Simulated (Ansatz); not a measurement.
The relaxed structure here is a generated cell of ZrSe2: the first start was made by placing the elements on the sites of a structure type, and the end was not matched to a known phase here, so it may be hypothetical. Known forms of ZrSe2 include space group No. 164.

The end point of a relaxation of ZrSe2. Space group P-3 (No. 147). Computed with PBEsol (plane waves to 420 eV, PAW, scalar-relativistic; Ansatz, a program for electronic structure).

Space group P-3 (No. 147); a = 7.022 Å, b = 7.022 Å, c = 4.397 Å, α = 90.00°, β = 90.00°, γ = 120.00°

| atom | site | symmetry | x | y | z |
|---|---|---|---|---|---|
| Zr | 1a | -3.. | 0.0000 | 0.0000 | 0.0000 |
| Zr | 2d | 3.. | 0.3333 | 0.6667 | 0.2434 |
| Se | 6g | 1 | 0.3861 | 0.0849 | 0.2533 |

### Question
Predict the band gap from PBEsol.

### Answer
0.03 eV, indirect (valence top at Γ, conduction bottom at M) (no spin-orbit coupling).

### Question
What smallest direct gap does PBEsol give?

### Answer
0.29 eV at Γ.

No spin polarisation in the result.

The run could not lose the symmetry of its start: the end is stationary, and may be a saddle point rather than a minimum.
